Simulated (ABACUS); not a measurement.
Band structure of ZnSe (F-43m, 2 atoms in the cell; from Materials Project mp-1190, lattice scaled a little).

```xyz
2
Lattice="0.0000 2.8746 2.8746 2.8746 0.0000 2.8746 2.8746 2.8746 0.0000" Properties=species:S:1:pos:R:3 pbc="T T T"
Zn     0.0000     0.0000     0.0000
Se     4.3120     4.3120     4.3120
```

All values come from this method and carry its errors: PBE, PseudoDojo 0.5 standard norm-conserving PBE (tails mended) pseudopotentials (plane waves; ABACUS).

Settings: KPT = MP 7 7 7 0 0 0; basis_type = pw; ecutwfc = 86 Ry; smearing_method = gaussian; smearing_sigma = 0.000734986 Ry; potentials = PseudoDojo 0.5 standard norm-conserving PBE (tails mended); symmetry = 1; symmetry_prec = 1e-05; ks_solver = dav; scf_nmax = 100; scf_thr = 1.0e-09 Ry; mixing_type = broyden.

The structure comes from a collection of computed structures, made at another level of theory; the collection holds predicted forms beside known ones. Its lattice was then scaled.

**Question.** Predict the gap along the standard path and the places of the band edges.

**Answer.** The gap along the path is 1.12 eV, direct at Γ to within 0.01 eV.

Points are given in units of this cell's reciprocal vectors. Levels in eV from the top of the valence band on the path, bands 15 to 22:
```csv
point,15,16,17,18,19,20,21,22
Γ (0 0 0),-6.07,0.00,0.00,0.00,1.12,5.83,5.83,5.83
X (0.5 0 0.5),-5.90,-4.56,-2.03,-2.03,3.09,3.46,10.42,10.96
W (0.5 0.25 0.75),-5.80,-4.47,-2.59,-2.46,5.36,5.49,6.88,7.72
K (0.375 0.375 0.75),-5.83,-4.51,-2.88,-1.66,3.62,5.50,8.92,9.13
L (0.5 0.5 0.5),-5.92,-4.95,-0.81,-0.81,2.47,6.40,6.40,8.45
U (0.625 0.25 0.625),-5.83,-4.51,-2.88,-1.66,3.62,5.50,8.92,9.13
```

“Tails mended”: in these copies of the files the far tail of each local potential was reset to the Coulomb form.
